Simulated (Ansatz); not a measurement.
V: levels along high-symmetry lines

```
CELL_PARAMETERS angstrom
-1.51300 1.51300 1.51300
1.51300 -1.51300 1.51300
1.51300 1.51300 -1.51300
ATOMIC_POSITIONS crystal
V 0.00000 0.00000 0.00000
```

The geometry is COD entry 7101267, unchecked; take it as a test cell.

Theory: DFT, PBEsol, all-electron LAPW, scalar-relativistic in Ansatz 0.2.0.

Numerical set-up: a Γ-centred 19×19×19 k mesh, Fermi–Dirac smearing of 0.03 eV, basis error target 1 meV/atom, spin-polarised from start moments V 1.5 μB (the moments died away, and the run ended non-magnetic).

Points in fractions of the reciprocal vectors of this cell: Γ (0, 0, 0), H (0.5, -0.5, 0.5), N (0, 0, 0.5), P (0.25, 0.25, 0.25). The path joins them by straight lines in the order Γ–H–N–Γ–P–H–P–N; legs that retrace an earlier one aren't tabulated. Energies are in eV from the Fermi level.

Question: Metal or insulator at this level of theory?

Answer: No gap opens: metallic or semimetallic.

Question: Tabulate bands 3 to 9, counted from the lowest band of the run, along the path.

Answer: 
| k (1/Å) | point | band 3 | band 4 | band 5 | band 6 | band 7 | band 8 | band 9 |
| --- | --- | --- | --- | --- | --- | --- | --- | --- |
| 0.00 | Γ | -36.92 | -36.92 | -6.54 | 0.42 | 0.42 | 0.42 | 2.35 |
| 0.30 |  | -36.95 | -36.95 | -6.14 | 0.39 | 0.39 | 0.56 | 2.04 |
| 0.59 |  | -37.03 | -37.03 | -5.04 | 0.41 | 0.41 | 0.96 | 1.20 |
| 0.89 |  | -37.14 | -37.14 | -3.57 | 0.07 | 0.61 | 0.61 | 1.57 |
| 1.19 |  | -37.27 | -37.27 | -2.43 | -1.08 | 1.15 | 1.15 | 2.29 |
| 1.48 |  | -37.38 | -37.38 | -2.28 | -2.04 | 2.03 | 2.03 | 2.96 |
| 1.78 |  | -37.47 | -37.47 | -2.67 | -2.66 | 3.07 | 3.07 | 3.45 |
| 2.08 | H | -37.50 | -37.50 | -2.88 | -2.88 | 3.63 | 3.63 | 3.63 |
| 2.29 |  | -37.48 | -37.47 | -2.77 | -2.77 | 3.23 | 3.32 | 3.65 |
| 2.50 |  | -37.44 | -37.39 | -2.50 | -2.43 | 2.30 | 2.55 | 3.70 |
| 2.71 |  | -37.38 | -37.28 | -2.22 | -1.89 | 1.25 | 1.77 | 3.78 |
| 2.92 |  | -37.31 | -37.16 | -2.23 | -1.15 | 0.30 | 1.47 | 3.86 |
| 3.13 |  | -37.25 | -37.04 | -2.58 | -0.44 | -0.24 | 1.73 | 3.94 |
| 3.33 |  | -37.20 | -36.96 | -2.95 | -0.91 | 0.79 | 2.16 | 3.56 |
| 3.54 | N | -37.19 | -36.93 | -3.09 | -1.07 | 1.55 | 2.35 | 2.70 |
| 3.75 |  | -37.17 | -36.93 | -3.12 | -1.01 | 1.07 | 2.35 | 2.67 |
| 3.96 |  | -37.14 | -36.93 | -3.33 | -0.82 | 0.29 | 2.25 | 2.59 |
| 4.17 |  | -37.09 | -36.93 | -3.97 | -0.54 | -0.04 | 2.10 | 2.38 |
| 4.38 |  | -37.03 | -36.93 | -4.90 | -0.21 | 0.09 | 1.61 | 2.01 |
| 4.59 |  | -36.97 | -36.93 | -5.76 | 0.10 | 0.30 | 0.97 | 2.08 |
| 4.80 |  | -36.94 | -36.92 | -6.34 | 0.33 | 0.40 | 0.56 | 2.26 |
| 5.01 | Γ | -36.92 | -36.92 | -6.54 | 0.42 | 0.42 | 0.42 | 2.35 |
| 5.27 |  | -36.93 | -36.93 | -6.24 | 0.32 | 0.32 | 0.67 | 2.29 |
| 5.53 |  | -36.95 | -36.95 | -5.39 | 0.00 | 0.00 | 1.39 | 2.23 |
| 5.78 |  | -37.00 | -37.00 | -4.16 | -0.47 | -0.47 | 2.30 | 2.30 |
| 6.04 |  | -37.06 | -37.06 | -2.78 | -0.91 | -0.91 | 2.45 | 2.45 |
| 6.30 |  | -37.14 | -37.14 | -1.59 | -1.17 | -1.17 | 2.61 | 2.61 |
| 6.55 |  | -37.24 | -37.24 | -1.21 | -1.21 | -0.98 | 2.72 | 2.72 |
| 6.81 | P | -37.34 | -37.34 | -1.09 | -1.09 | -1.09 | 2.76 | 2.76 |
| 7.07 |  | -37.42 | -37.16 | -1.48 | -0.92 | -0.92 | 2.72 | 2.72 |
| 7.32 |  | -37.48 | -37.04 | -1.63 | -0.88 | -0.88 | 2.63 | 2.63 |
| 7.58 |  | -37.52 | -37.04 | -1.22 | -1.13 | -1.13 | 2.62 | 2.62 |
| 7.84 |  | -37.52 | -37.15 | -1.66 | -1.66 | -0.18 | 2.82 | 2.82 |
| 8.10 |  | -37.52 | -37.31 | -2.27 | -2.27 | 1.33 | 3.16 | 3.16 |
| 8.35 |  | -37.50 | -37.44 | -2.72 | -2.72 | 2.89 | 3.49 | 3.49 |
| 8.61 | H | -37.50 | -37.50 | -2.88 | -2.88 | 3.63 | 3.63 | 3.63 |
| 10.41 | P | -37.34 | -37.34 | -1.09 | -1.09 | -1.09 | 2.76 | 2.76 |
| 10.56 |  | -37.33 | -37.25 | -1.21 | -1.20 | -0.87 | 2.74 | 2.76 |
| 10.70 |  | -37.31 | -37.16 | -1.52 | -1.26 | -0.56 | 2.67 | 2.75 |
| 10.85 |  | -37.28 | -37.08 | -1.95 | -1.25 | -0.16 | 2.59 | 2.74 |
| 11.00 |  | -37.25 | -37.02 | -2.39 | -1.20 | 0.32 | 2.50 | 2.72 |
| 11.15 |  | -37.22 | -36.97 | -2.76 | -1.14 | 0.84 | 2.42 | 2.71 |
| 11.30 |  | -37.19 | -36.94 | -3.01 | -1.09 | 1.32 | 2.37 | 2.70 |
| 11.45 | N | -37.19 | -36.93 | -3.09 | -1.07 | 1.55 | 2.35 | 2.70 |
